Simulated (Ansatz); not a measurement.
## Relaxing nickel (bcc)

These are results of DFT, PBEsol, plane waves (420 eV) with PAW, scalar-relativistic in Ansatz 0.2.0, not measurements. The PAW files were generated under PBE, with cores re-solved for the functional.

k-point mesh 16×16×16, Fermi-Dirac smearing 0.1 eV, no spin polarisation. Cell and atoms relax.

Starting structure:

```
Ni
1.0
    -1.39845    1.39845    1.39845
     1.39845   -1.39845    1.39845
     1.39845    1.39845   -1.39845
Ni
1
Direct
  0.00000 0.00000 0.00000
```

Question: What cell does the relaxation end in?

Answer: Im-3m with a = 2.751 Å; 10.41 Å³ per atom against 10.94 at the start (-4.8 %).

Question: How much energy does the relaxation gain?

Answer: 17.0 meV per atom.

Spin polarisation is off here; a magnetic state may lie lower.
